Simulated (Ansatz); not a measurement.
Zr, DFT, PBEsol, PAW with Ansatz's default frozen-core files, scalar-relativistic (Ansatz 0.2.0), run on 1 thread of Arm Neoverse N1 on a shared host.

The geometry is COD entry 9008523, unchecked; take it as a test cell. The listed cell was then made from it by scaling, straining or moving an atom.

Command: `ansatz run input.yaml --threads 1 --pin off --max-ram 3072MiB --backend cpu --events-out ev --progress --plain --runs-dir out`

```yaml
crystal:
  lattice:
    - [3.242735837, 0.0, 0.0]
    - [-1.6213679184, 2.8082916125, 0.0]
    - [0.0, 0.0, 5.1640997934]
  atoms:
    - { symbol: Zr, position: [0.3333333333, 0.6666666667, 0.25] }
    - { symbol: Zr, position: [0.6666666667, 0.3333333333, 0.75] }
kpoints:
  mp_grid: { grid: [13, 13, 7] }
scf:
  occupations: { method: fermi_dirac, width: 0.08 }
hamiltonian:
  xc: pbesol
  pseudopotentials: { kind: paw }
output:
  forces: true
  stress: true
  eigenvalues: true
  efg: { contact_densities: true }
```

Problem. How large is the problem that the program sets up?

Solution. 84 irreducible k-points, 941 plane waves at Γ, 16 bands.

Problem. About how long does it take, and how much memory does it use?

Solution. 9.9 s of wall time for 6 SCF iterations, with a peak of 0.37 GiB. Times on shared machines scatter by tens of per cent.

Problem. And the same cell and mesh by crystal-made all-electron datasets, asked for forces, stress, eigenvalues, efg, on the same hardware?

Solution. 22 s, peak memory 0.4 GiB.
